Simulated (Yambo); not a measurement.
```
CELL_PARAMETERS angstrom
      2.62994     1.51840     4.96848
     -2.62994     1.51840     4.96848
      0.00000    -3.03680     4.96848
ATOMIC_POSITIONS crystal
  O  0.80451 0.43770 0.03581
  O  0.19549 0.56230 0.96419
  O  0.03581 0.80451 0.43770
  O  0.96419 0.19549 0.56230
  O  0.43770 0.03581 0.80451
  O  0.56230 0.96419 0.19549
  Ti 0.84995 0.84995 0.84995
  Ti 0.15005 0.15005 0.15005
  Cd 0.63682 0.63682 0.63682
  Cd 0.36318 0.36318 0.36318
```

Response from Yambo on PBEsol (Quantum ESPRESSO, PseudoDojo norm-conserving, 102 Ry, no spin-orbit coupling) bands: 4×4×4 mesh, 119 bands, 3 Ry local-field block, 0.2 eV broadening.

Problem. Give the static electronic dielectric constant without and with local fields along each axis.

Solution. 
| field along | ε(0), independent particles | ε(0), RPA with local fields | refractive index √ε |
|---|---|---|---|
| x | 6.22 | 5.99 | 2.45 |
| z | 5.70 | 5.22 | 2.28 |
Electronic (clamped-ion) response only. PBEsol gaps are usually too small, which raises these values. Convergence of the RPA response with its 4×4×4 mesh was not tested. x, y and z are Cartesian axes of the cell as given.

Geometry of the Materials Project entry, not relaxed at this level.
